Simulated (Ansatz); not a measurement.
ZrRu (rock salt, space group No. 225) at seven volumes, plane-wave PAW PBE (Ansatz code), scaled uniformly. One row is withheld.

| V (Å³/atom) | P (GPa) |
|---|---|
| 17.479 | 16.16 |
| 18.056 | 9.90 |
| 18.632 | ? |
| 19.208 | 0.00 |
| 19.784 | -3.90 |
| 20.361 | -7.24 |
| 20.937 | -10.09 |

Question: Fit the shown pressures and predict the withheld one.

Answer: P = (3/2)B₀(x^(7/2) − x^(5/2))[1 + (3/4)(B′ − 4)(x − 1)] with x = (V₀/V)^(2/3). Least squares on the six rows gives V₀ = 19.208 Å³/atom, B₀ = 140 GPa, B′ = 4.22. At V = 18.632, x = 1.0205 and P = 4.55 GPa. The run itself gave 4.56 GPa.

Space group Fm-3m (rock salt). The start of the workflow was typed in or built on a structure type; neither database checked (COD, Materials Project) lists it. COD files the formula under space group No. 221, so this cell is another polymorph or a model. Whether it is the stable phase at ambient conditions was not checked. Symmetry was held in the PBE relaxation; its stability against distortions is not shown here. The run is not spin-polarised.

Potentials: the earlier of the program's two PAW sets.
